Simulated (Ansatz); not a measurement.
CoAsRh:
```cif
data_As4Co4Rh4
_chemical_formula_sum 'Co4 Rh4 As4'
_space_group_name_H-M_alt 'P 1'
_space_group_IT_number 1
_cell_length_a 5.99739
_cell_length_b 3.73929
_cell_length_c 6.92336
_cell_angle_alpha 90.000
_cell_angle_beta 90.000
_cell_angle_gamma 90.000
loop_
_space_group_symop_operation_xyz
  'x, y, z'
loop_
_atom_site_label
_atom_site_type_symbol
_atom_site_fract_x
_atom_site_fract_y
_atom_site_fract_z
_atom_site_occupancy
Co1 Co 0.86053 0.25000 0.06045 1
Co2 Co 0.63947 0.75000 0.56045 1
Co3 Co 0.36053 0.25000 0.43955 1
Co4 Co 0.13947 0.75000 0.93955 1
Rh1 Rh 0.96377 0.25000 0.66726 1
Rh2 Rh 0.53623 0.75000 0.16726 1
Rh3 Rh 0.46377 0.25000 0.83274 1
Rh4 Rh 0.03623 0.75000 0.33274 1
As1 As 0.23653 0.25000 0.12701 1
As2 As 0.26347 0.75000 0.62701 1
As3 As 0.73653 0.25000 0.37299 1
As4 As 0.76347 0.75000 0.87299 1
```
The run is spin-polarised; directions of the spins, atom by atom: ↑ ↑ ↑ ↑ 0 0 0 0 0 0 0 0.

Relaxed with r²SCAN.

Q: Which orbitals make up the states near the Fermi level in r²SCAN in the plane-wave PAW code Ansatz?

A: Within 0.5 eV of the Fermi level: Co 3d 52 %, Rh 4d 36 %, As 4p 7 %. Projections are on Löwdin-orthogonalised atomic valence shells; empty p or d shells of many metals are not among them.

Q: Tabulate the density of states.

A: States/eV per cell of 12 atoms, in 0.25 eV bins, energy from the Fermi level.

```csv
E (eV),total,Co 3d,Rh 4d,As 4p
-7.85,1.40,0.05,0.21,0.77
-7.60,5.15,0.25,0.88,2.77
-7.35,6.76,0.47,1.24,3.56
-7.10,6.13,0.56,1.02,3.28
-6.85,5.19,0.55,0.92,2.72
-6.60,4.16,0.51,0.86,2.09
-6.35,3.18,0.42,0.75,1.57
-6.10,4.88,0.59,1.27,2.47
-5.85,8.46,1.09,2.51,4.20
-5.60,11.14,1.74,3.58,5.27
-5.35,10.99,1.71,3.42,5.40
-5.10,11.48,2.22,3.57,5.26
-4.85,11.69,2.62,3.47,5.18
-4.60,4.29,0.90,1.33,1.83
-4.35,0.88,0.17,0.27,0.37
-4.10,3.24,0.85,1.95,0.25
-3.85,16.49,4.37,10.40,0.79
-3.60,15.00,4.21,9.35,0.65
-3.35,11.71,4.73,5.65,0.60
-3.10,17.22,7.93,7.49,0.83
-2.85,12.03,5.80,5.07,0.54
-2.60,10.15,4.18,5.08,0.41
-2.35,14.70,6.58,7.15,0.46
-2.10,17.54,8.39,8.17,0.44
-1.85,23.66,11.49,10.77,0.59
-1.60,18.24,10.61,6.45,0.46
-1.35,15.32,9.49,4.99,0.34
-1.10,23.54,13.98,8.50,0.48
-0.85,14.45,7.80,5.74,0.50
-0.60,12.34,6.09,5.33,0.55
-0.35,9.01,4.38,3.76,0.51
-0.10,6.11,3.07,2.22,0.46
0.15,7.06,3.85,2.21,0.57
0.40,6.72,3.68,1.90,0.71
0.65,6.20,2.72,1.89,1.03
0.90,5.34,1.61,1.89,1.12
1.15,6.43,1.91,2.08,1.52
1.40,7.50,2.41,2.09,1.92
1.65,6.84,2.22,1.70,1.94
1.90,6.21,1.79,1.42,2.10
2.15,5.01,1.36,1.09,1.85
2.40,5.13,1.24,1.13,2.06
2.65,4.95,0.98,1.09,2.20
2.90,5.59,1.10,1.16,2.68
3.15,3.97,0.82,0.76,2.03
3.40,1.92,0.41,0.33,1.02
3.65,0.52,0.09,0.09,0.25
3.90,0.49,0.05,0.04,0.09
4.15,1.30,0.13,0.06,0.15
4.40,2.30,0.21,0.10,0.27
4.65,3.29,0.25,0.14,0.40
```

Space group Pnma. The workflow started from an entry of the Crystallography Open Database (COD). Whether it is the stable phase at ambient conditions was not checked. Symmetry was held in the r²SCAN relaxation; whether a distortion lowers the energy is not shown. Magnetic state: ferromagnetic, chosen from 3 collinear starts compared on coarse meshes (ties went to the first, and starts can fall back to one state), not a proven ground state. Other orbital occupations within this spin state were not tried. Spin–orbit coupling is left out wherever it is not named.

Potentials: the later of the program's two PAW sets.
